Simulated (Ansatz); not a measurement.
Al: consecutive steps of a trajectory

Computed with DFT PBEsol, scalar-relativistic, plane waves, PAW (Ansatz 0.2.0). Cutoff 420 eV, shifted (0.5, 0.5, 0.5 steps) 4×4×4 k-points, Fermi–Dirac smearing of 0.05 eV. The mesh is coarse. No spin polarisation.

16 atoms, starting at 1.00 times the perfect crystal's volume (space group Fm-3m, the cell as given, not relaxed at this level); Nosé–Hoover thermostat at 200 K, fixed cell; 34 steps of 3 fs. The run is short and not equilibrated.

Positions in Å, velocities in 0.01 Å/fs, forces in eV/Å; dE is the potential energy from the first frame shown.

```xyz
16
Lattice="-4.0480 -4.0480 4.0480 4.0480 -4.0480 -4.0480 4.0480 4.0480 4.0480" Properties=species:S:1:pos:R:3:v100:R:3:forces:R:3 pbc="T T T" time_fs=33.00 dE_eV=0.0000 T_K=37
Al    2.0367   -4.0704   -2.0102    0.0386   -0.0732    0.0399   -0.0336    0.0504    0.0147
Al    4.0489   -2.0593   -2.0608   -0.0409    0.0770   -0.0074   -0.0580    0.3685    0.2625
Al    0.0213   -4.0864   -0.0415    0.0301   -0.1052    0.0153   -0.0434    0.0785    0.2850
Al    2.0365   -2.0182   -0.0382    0.0525    0.1150   -0.0174    0.0008    0.1618    0.1990
Al    4.1619    0.0591   -0.0412    0.1366    0.0080   -0.0579   -0.4352   -0.3360    0.1382
Al    1.9683   -4.0382    1.9944   -0.0060    0.0232   -0.1432    0.3384    0.0206   -0.0841
Al    4.1907   -2.0099    2.0191    0.1221    0.1613   -0.0884   -0.6740    0.2176   -0.1323
Al   -0.0857    0.1085    0.0769   -0.1703    0.0594    0.1298    0.2528   -0.5617   -0.2792
Al   -2.2486   -4.0325    2.0651   -0.2991   -0.1248    0.0547    0.8381   -0.3388   -0.1342
Al   -0.0565   -2.0170    2.0312   -0.1478    0.0298   -0.0632    0.0929   -0.0280   -0.1582
Al    2.0612   -0.0411    2.1016    0.0904   -0.2046    0.0636   -0.0913   -0.1088   -0.3673
Al    4.0215    1.9617    2.0222   -0.0411   -0.0522   -0.0234    0.1249    0.2527   -0.0189
Al    2.0674   -2.0080    4.0626    0.0690    0.1412    0.0533   -0.1869    0.1523    0.0053
Al   -1.9888   -2.1092    4.1228    0.1265   -0.1281    0.1801   -0.0112    0.2493   -0.1568
Al   -0.0140    0.0175    4.0045   -0.0831   -0.0139   -0.0418   -0.0516   -0.1081    0.1842
Al    2.0668    2.0556    3.9794    0.1225    0.0872   -0.0941   -0.0627   -0.0701    0.2421
16
Lattice="-4.0480 -4.0480 4.0480 4.0480 -4.0480 -4.0480 4.0480 4.0480 4.0480" Properties=species:S:1:pos:R:3:v100:R:3:forces:R:3 pbc="T T T" time_fs=36.00 dE_eV=0.0112 T_K=31
Al    2.0378   -4.0725   -2.0090    0.0344   -0.0668    0.0420   -0.0467    0.0755    0.0214
Al    4.0475   -2.0563   -2.0606   -0.0467    0.1161    0.0213   -0.0466    0.3538    0.2712
Al    0.0222   -4.0895   -0.0406    0.0259   -0.0960    0.0457   -0.0363    0.1016    0.2788
Al    2.0381   -2.0144   -0.0384    0.0522    0.1319    0.0038   -0.0101    0.1431    0.1974
Al    4.1653    0.0588   -0.0427    0.0906   -0.0274   -0.0435   -0.4316   -0.3226    0.1341
Al    1.9686   -4.0375    1.9899    0.0303    0.0263   -0.1519    0.3365    0.0340   -0.0665
Al    4.1933   -2.0047    2.0162    0.0504    0.1836   -0.1024   -0.6697    0.1854   -0.1215
Al   -0.0904    0.1093    0.0804   -0.1425    0.0000    0.0993    0.2763   -0.5482   -0.2988
Al   -2.2562   -4.0368    2.0665   -0.2098   -0.1601    0.0406    0.8462   -0.3085   -0.1313
Al   -0.0608   -2.0162    2.0290   -0.1374    0.0258   -0.0799    0.1106   -0.0482   -0.1467
Al    2.0638   -0.0474    2.1029    0.0801   -0.2156    0.0243   -0.1074   -0.0794   -0.3685
Al    4.0205    1.9605    2.0215   -0.0272   -0.0261   -0.0250    0.1379    0.2372   -0.0096
Al    2.0691   -2.0035    4.0642    0.0482    0.1567    0.0539   -0.2052    0.1255    0.0005
Al   -1.9850   -2.1127    4.1279    0.1245   -0.1023    0.1626   -0.0357    0.2398   -0.1819
Al   -0.0165    0.0169    4.0036   -0.0881   -0.0249   -0.0224   -0.0365   -0.0954    0.1810
Al    2.0704    2.0581    3.9769    0.1152    0.0788   -0.0685   -0.0817   -0.0938    0.2404
16
Lattice="-4.0480 -4.0480 4.0480 4.0480 -4.0480 -4.0480 4.0480 4.0480 4.0480" Properties=species:S:1:pos:R:3:v100:R:3:forces:R:3 pbc="T T T" time_fs=39.00 dE_eV=0.0143 T_K=30
Al    2.0388   -4.0744   -2.0077    0.0288   -0.0576    0.0449   -0.0599    0.1017    0.0277
Al    4.0461   -2.0523   -2.0595   -0.0513    0.1534    0.0507   -0.0342    0.3285    0.2729
Al    0.0229   -4.0922   -0.0387    0.0225   -0.0842    0.0753   -0.0296    0.1259    0.2665
Al    2.0397   -2.0102   -0.0380    0.0507    0.1466    0.0248   -0.0220    0.1190    0.1928
Al    4.1674    0.0575   -0.0438    0.0452   -0.0611   -0.0297   -0.4208   -0.3012    0.1266
Al    1.9701   -4.0366    1.9852    0.0662    0.0308   -0.1585    0.3288    0.0479   -0.0436
Al    4.1937   -1.9989    2.0129   -0.0204    0.2020   -0.1151   -0.6506    0.1404   -0.1068
Al   -0.0942    0.1085    0.0829   -0.1124   -0.0575    0.0669    0.2966   -0.5202   -0.3130
Al   -2.2612   -4.0421    2.0676   -0.1202   -0.1916    0.0269    0.8405   -0.2626   -0.1272
Al   -0.0647   -2.0155    2.0264   -0.1253    0.0196   -0.0952    0.1287   -0.0698   -0.1304
Al    2.0660   -0.0541    2.1030    0.0681   -0.2232   -0.0149   -0.1231   -0.0432   -0.3635
Al    4.0199    1.9601    2.0207   -0.0119   -0.0019   -0.0256    0.1482    0.2160    0.0011
Al    2.0703   -1.9986    4.0658    0.0255    0.1691    0.0539   -0.2200    0.0904   -0.0048
Al   -1.9813   -2.1154    4.1325    0.1198   -0.0778    0.1426   -0.0626    0.2263   -0.2067
Al   -0.0192    0.0160    4.0032   -0.0915   -0.0345   -0.0034   -0.0185   -0.0798    0.1743
Al    2.0737    2.0603    3.9753    0.1059    0.0677   -0.0434   -0.1016   -0.1193    0.2340
16
Lattice="-4.0480 -4.0480 4.0480 4.0480 -4.0480 -4.0480 4.0480 4.0480 4.0480" Properties=species:S:1:pos:R:3:v100:R:3:forces:R:3 pbc="T T T" time_fs=42.00 dE_eV=0.0103 T_K=32
Al    2.0396   -4.0759   -2.0063    0.0219   -0.0455    0.0484   -0.0727    0.1280    0.0331
Al    4.0445   -2.0471   -2.0575   -0.0546    0.1877    0.0800   -0.0210    0.2931    0.2674
Al    0.0235   -4.0945   -0.0360    0.0198   -0.0698    0.1034   -0.0238    0.1506    0.2483
Al    2.0412   -2.0056   -0.0369    0.0480    0.1587    0.0453   -0.0345    0.0899    0.1853
Al    4.1680    0.0552   -0.0445    0.0012   -0.0923   -0.0168   -0.4032   -0.2725    0.1163
Al    1.9726   -4.0356    1.9804    0.1013    0.0369   -0.1627    0.3156    0.0616   -0.0159
Al    4.1920   -1.9926    2.0093   -0.0887    0.2153   -0.1263   -0.6178    0.0849   -0.0883
Al   -0.0971    0.1059    0.0844   -0.0803   -0.1116    0.0331    0.3130   -0.4788   -0.3212
Al   -2.2634   -4.0483    2.0682   -0.0314   -0.2178    0.0137    0.8226   -0.2032   -0.1222
Al   -0.0683   -2.0150    2.0233   -0.1112    0.0110   -0.1087    0.1464   -0.0919   -0.1098
Al    2.0679   -0.0608    2.1020    0.0545   -0.2269   -0.0535   -0.1381   -0.0010   -0.3521
Al    4.0198    1.9604    2.0199    0.0044    0.0200   -0.0250    0.1554    0.1899    0.0129
Al    2.0707   -1.9934    4.0674    0.0014    0.1775    0.0534   -0.2308    0.0479   -0.0108
Al   -1.9778   -2.1173    4.1365    0.1123   -0.0548    0.1199   -0.0909    0.2096   -0.2302
Al   -0.0220    0.0149    4.0034   -0.0930   -0.0423    0.0148    0.0017   -0.0619    0.1640
Al    2.0768    2.0622    3.9743    0.0945    0.0538   -0.0190   -0.1220   -0.1459    0.2232
16
Lattice="-4.0480 -4.0480 4.0480 4.0480 -4.0480 -4.0480 4.0480 4.0480 4.0480" Properties=species:S:1:pos:R:3:v100:R:3:forces:R:3 pbc="T T T" time_fs=45.00 dE_eV=0.0006 T_K=38
Al    2.0401   -4.0771   -2.0048    0.0136   -0.0307    0.0525   -0.0844    0.1533    0.0372
Al    4.0428   -2.0410   -2.0547   -0.0565    0.2181    0.1087   -0.0073    0.2486    0.2552
Al    0.0241   -4.0964   -0.0325    0.0176   -0.0528    0.1295   -0.0190    0.1746    0.2247
Al    2.0425   -2.0007   -0.0353    0.0439    0.1676    0.0650   -0.0475    0.0564    0.1748
Al    4.1674    0.0520   -0.0448   -0.0410   -0.1203   -0.0051   -0.3797   -0.2373    0.1035
Al    1.9761   -4.0344    1.9755    0.1349    0.0445   -0.1637    0.2970    0.0748    0.0159
Al    4.1884   -1.9860    2.0053   -0.1534    0.2225   -0.1355   -0.5733    0.0214   -0.0666
Al   -0.0990    0.1018    0.0849   -0.0465   -0.1610   -0.0014    0.3251   -0.4258   -0.3237
Al   -2.2631   -4.0552    2.0684    0.0554   -0.2373    0.0009    0.7939   -0.1331   -0.1165
Al   -0.0714   -2.0148    2.0199   -0.0952    0.0000   -0.1199    0.1635   -0.1138   -0.0853
Al    2.0693   -0.0677    2.0998    0.0392   -0.2260   -0.0908   -0.1523    0.0461   -0.3346
Al    4.0201    1.9613    2.0192    0.0213    0.0389   -0.0231    0.1592    0.1598    0.0253
Al    2.0703   -1.9879    4.0690   -0.0237    0.1813    0.0522   -0.2370   -0.0005   -0.0175
Al   -1.9746   -2.1187    4.1397    0.1017   -0.0336    0.0947   -0.1195    0.1904   -0.2517
Al   -0.0248    0.0135    4.0041   -0.0922   -0.0482    0.0318    0.0239   -0.0421    0.1506
Al    2.0794    2.0636    3.9741    0.0809    0.0370    0.0041   -0.1424   -0.1728    0.2087
16
Lattice="-4.0480 -4.0480 4.0480 4.0480 -4.0480 -4.0480 4.0480 4.0480 4.0480" Properties=species:S:1:pos:R:3:v100:R:3:forces:R:3 pbc="T T T" time_fs=48.00 dE_eV=-0.0132 T_K=46
Al    2.0404   -4.0778   -2.0032    0.0040   -0.0132    0.0570   -0.0946    0.1765    0.0398
Al    4.0411   -2.0341   -2.0510   -0.0569    0.2437    0.1360    0.0066    0.1967    0.2366
Al    0.0246   -4.0977   -0.0283    0.0159   -0.0332    0.1532   -0.0154    0.1968    0.1962
Al    2.0438   -1.9956   -0.0330    0.0384    0.1729    0.0836   -0.0609    0.0192    0.1613
Al    4.1656    0.0480   -0.0448   -0.0806   -0.1446    0.0052   -0.3513   -0.1964    0.0892
Al    1.9807   -4.0330    1.9706    0.1666    0.0535   -0.1614    0.2737    0.0867    0.0506
Al    4.1828   -1.9792    2.0012   -0.2134    0.2228   -0.1423   -0.5191   -0.0466   -0.0418
Al   -0.0999    0.0962    0.0843   -0.0114   -0.2047   -0.0360    0.3323   -0.3636   -0.3203
Al   -2.2601   -4.0625    2.0682    0.1393   -0.2492   -0.0113    0.7563   -0.0561   -0.1104
Al   -0.0740   -2.0150    2.0161   -0.0775   -0.0134   -0.1285    0.1791   -0.1343   -0.0577
Al    2.0702   -0.0744    2.0965    0.0224   -0.2200   -0.1263   -0.1655    0.0969   -0.3112
Al    4.0210    1.9627    2.0185    0.0386    0.0547   -0.0199    0.1594    0.1271    0.0378
Al    2.0692   -1.9825    4.0705   -0.0495    0.1797    0.0503   -0.2384   -0.0528   -0.0250
Al   -1.9717   -2.1194    4.1422    0.0881   -0.0144    0.0673   -0.1474    0.1699   -0.2704
Al   -0.0276    0.0120    4.0053   -0.0891   -0.0520    0.0474    0.0472   -0.0213    0.1343
Al    2.0816    2.0644    3.9746    0.0651    0.0173    0.0257   -0.1622   -0.1988    0.1910
16
Lattice="-4.0480 -4.0480 4.0480 4.0480 -4.0480 -4.0480 4.0480 4.0480 4.0480" Properties=species:S:1:pos:R:3:v100:R:3:forces:R:3 pbc="T T T" time_fs=51.00 dE_eV=-0.0295 T_K=55
Al    2.0404   -4.0779   -2.0014   -0.0066    0.0068    0.0618   -0.1025    0.1961    0.0403
Al    4.0394   -2.0264   -2.0465   -0.0559    0.2638    0.1613    0.0206    0.1392    0.2126
Al    0.0250   -4.0984   -0.0233    0.0145   -0.0112    0.1738   -0.0131    0.2161    0.1638
Al    2.0448   -1.9903   -0.0302    0.0314    0.1743    0.1007   -0.0743   -0.0205    0.1449
Al    4.1626    0.0433   -0.0445   -0.1174   -0.1645    0.0141   -0.3187   -0.1513    0.0739
Al    1.9861   -4.0312    1.9658    0.1960    0.0638   -0.1553    0.2461    0.0964    0.0871
Al    4.1756   -1.9726    1.9968   -0.2677    0.2159   -0.1465   -0.4573   -0.1155   -0.0143
Al   -0.0997    0.0895    0.0827    0.0244   -0.2418   -0.0704    0.3344   -0.2951   -0.3117
Al   -2.2547   -4.0701    2.0677    0.2195   -0.2530   -0.0229    0.7116    0.0240   -0.1041
Al   -0.0761   -2.0156    2.0122   -0.0581   -0.0289   -0.1341    0.1928   -0.1522   -0.0277
Al    2.0707   -0.0809    2.0922    0.0041   -0.2085   -0.1593   -0.1776    0.1498   -0.2823
Al    4.0225    1.9646    2.0180    0.0559    0.0670   -0.0153    0.1559    0.0933    0.0499
Al    2.0674   -1.9772    4.0720   -0.0754    0.1726    0.0475   -0.2349   -0.1065   -0.0337
Al   -1.9693   -2.1195    4.1438    0.0715    0.0026    0.0379   -0.1732    0.1491   -0.2853
Al   -0.0302    0.0104    4.0069   -0.0834   -0.0535    0.0613    0.0710   -0.0002    0.1157
Al    2.0833    2.0646    3.9756    0.0472   -0.0053    0.0454   -0.1807   -0.2226    0.1709
```

Task: What is the next frame?

Result:
```xyz
16
Lattice="-4.0480 -4.0480 4.0480 4.0480 -4.0480 -4.0480 4.0480 4.0480 4.0480" Properties=species:S:1:pos:R:3:v100:R:3:forces:R:3 pbc="T T T" time_fs=54.00 dE_eV=-0.0469 T_K=65
Al    2.0400   -4.0774   -1.9995   -0.0180    0.0288    0.0666   -0.1077    0.2111    0.0385
Al    4.0377   -2.0182   -2.0413   -0.0534    0.2778    0.1841    0.0344    0.0782    0.1843
Al    0.0254   -4.0983   -0.0178    0.0132    0.0128    0.1911   -0.0123    0.2312    0.1282
Al    2.0457   -1.9851   -0.0270    0.0230    0.1714    0.1162   -0.0875   -0.0617    0.1255
Al    4.1585    0.0381   -0.0439   -0.1508   -0.1796    0.0213   -0.2833   -0.1034    0.0588
Al    1.9924   -4.0291    1.9613    0.2226    0.0751   -0.1452    0.2150    0.1033    0.1242
Al    4.1668   -1.9663    1.9924   -0.3157    0.2017   -0.1477   -0.3905   -0.1817    0.0152
Al   -0.0985    0.0817    0.0801    0.0605   -0.2719   -0.1039    0.3312   -0.2238   -0.2984
Al   -2.2469   -4.0777    2.0668    0.2954   -0.2484   -0.0340    0.6616    0.1030   -0.0974
Al   -0.0775   -2.0167    2.0081   -0.0372   -0.0463   -0.1366    0.2041   -0.1664    0.0035
Al    2.0705   -0.0869    2.0870   -0.0156   -0.1913   -0.1893   -0.1883    0.2028   -0.2485
Al    4.0244    1.9668    2.0176    0.0728    0.0758   -0.0095    0.1488    0.0598    0.0609
Al    2.0647   -1.9721    4.0734   -0.1009    0.1598    0.0438   -0.2265   -0.1593   -0.0436
Al   -1.9674   -2.1192    4.1444    0.0523    0.0176    0.0070   -0.1961    0.1292   -0.2959
Al   -0.0326    0.0087    4.0090   -0.0752   -0.0529    0.0732    0.0946    0.0204    0.0951
Al    2.0845    2.0641    3.9773    0.0272   -0.0304    0.0630   -0.1973   -0.2428    0.1494
```